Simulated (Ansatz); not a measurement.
# WSe2 in the CdI2-type structure

Level of theory: DFT, PBEsol, scalar-relativistic, collinear spin; plane waves to 420 eV with PAW datasets (Ansatz 0.2.0), 12×12×6 k-mesh, Gaussian smearing of 0.05 eV; PAW files: Ansatz's generated set soft_2.

```xyz
3
Lattice="3.2439 0.0000 0.0000 -1.6220 2.8093 0.0000 0.0000 0.0000 6.7130" Properties=species:S:1:pos:R:3 pbc="T T T"
W     0.0000    0.0000    0.0000
Se    0.0000    1.8729    1.7173
Se    1.6220    0.9364    4.9957
```

The start was a prototype's sites filled with these elements. The Crystallography Open Database lists the compound in space group P63/mmc, so this is a trial structure.

Magnetic state: non-magnetic, site spin moments none.

The cell has space group P-3m1 (read at 0.01 Å). In it the stress is -0.01, -0.01, -0.01, 0.00, 0.00, 0.00 GPa and the largest force component 0.001 eV/Å. Each change below starts from this cell, without further relaxation. Stress is in GPa, positive in compression, in the order xx, yy, zz, yz, xz, xy; energies are counted from the cell above and are free energies with the smearing's entropy, which match forces and stress in a metal.

Question: What happens when atom 1 (W) is moved by 0.20 Å along y?

Answer: The energy changes by 194.3 meV per cell, and the force on it along the shift is -2.065 eV/Å (−F/u = 10.32 eV/Å²). Stress: 0.37, 2.74, 2.17, 1.73, 0.00, 0.00.
| atom | Fx (eV/Å) | Fy | Fz |
| --- | --- | --- | --- |
| W1 | 0.000 | -2.065 | -0.105 |
| Se2 | 0.000 | 1.227 | 0.307 |
| Se3 | 0.000 | 0.837 | -0.202 |
In a harmonic crystal the energy would rise by −½F·u = ½ × 10.32 × 0.20² eV = 206.5 meV, close to the run's value; the rest is anharmonic or numerical.

Question: What stress follows from an engineering strain of -2 % in xx, atoms carried along?

Answer: 5.15, 0.60, 2.47, -1.03, 0.00, 0.00 GPa; the energy changes by 19.1 meV per cell.
```tsv
atom	Fx (eV/Å)	Fy	Fz
W1	0.000	0.000	0.000
Se2	0.000	-0.107	0.240
Se3	0.000	0.107	-0.240
```
The change of the stress over the strain gives a clamped-atom stiffness of about 258 GPa for this component, a secant value that lies under the elastic constant in tension and over it in compression, by several per cent for each per cent of strain.
In a harmonic crystal the energy would rise by V(½Cε² − σ₀ε), with σ₀ the stress of the unstrained cell, = 19.6 meV, which matches.

Spin–orbit coupling, which matters for such heavy elements, is left out. The starting moments died out; a magnetic state reached from other starts isn't excluded. The structure is built of weakly bound layers, and this functional has no dispersion term, so their spacing and all that hangs on it (volume, the soft elastic constants, low modes, dielectric constants) are poorly given.
